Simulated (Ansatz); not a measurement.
Li2O (anti-fluorite, Fm-3m), the program Ansatz at the r²SCAN level (PAW), all energies at zero smearing, with the estimated change up to a 700 eV cutoff added, with one set of potentials and settings (totals compare only within such a set). Cell of 3 atoms (1 O, 2 Li): -982.201 eV.

| element | reference phase | E (eV/atom) |
|---|---|---|
| O | C2/m, 4 atoms in the cell, spin-polarised | -566.0281 |
| Li | Fm-3m, 1 atoms in the cell | -205.1371 |

Formation energy per atom, worked out: (-982.201 − 1×(-566.0281) − 2×(-205.1371))/3 = -1.966 eV/atom (-190 kJ per mol of atoms), at 0 K, without zero-point energy or fitted corrections.

Symmetry was held in the r²SCAN relaxation. The volume moved by -21 % from the start of the relaxation. The volume fell by over 15 % from the filed cell, which may lack light atoms or belong to other conditions. The references are the lowest solids computed at this level, not always the standard phases (solids in place of the gases).

Potentials: the later of the program's two PAW sets.
